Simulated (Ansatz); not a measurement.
Here is the system:

RuW (rock salt, Fm-3m), a = 5.0747 Å, b = 5.0747 Å, c = 5.0747 Å, α = 90.00°, β = 90.00°, γ = 90.00°; the cell used has 2 atoms.

This is the PBEsol-relaxed structure.

### Question
All from PBEsol (plane waves, PAW; program Ansatz), unless another level is named. Predict the highest zone-centre frequency.

### Answer
92 cm^-1.

### Question
Predict the bulk modulus (Birch–Murnaghan fit).

### Answer
254 GPa.

The start of the workflow was typed in or built on a structure type; neither database checked (COD, Materials Project) lists it. Whether it is the stable phase at ambient conditions was not checked. Symmetry was held in the PBEsol relaxation; its stability against distortions is not shown here. No spin polarisation was allowed. Its formation energy is positive at this level, so the cell may be metastable or incomplete. As this level gives no gap, phonon frequencies hold no LO–TO term and depend on the k-mesh and smearing (Fermi–Dirac, 0.1 eV here). Scalar-relativistic: spin–orbit coupling is off unless named, which matters more the heavier the elements.

Potentials: the later of the program's two PAW sets.
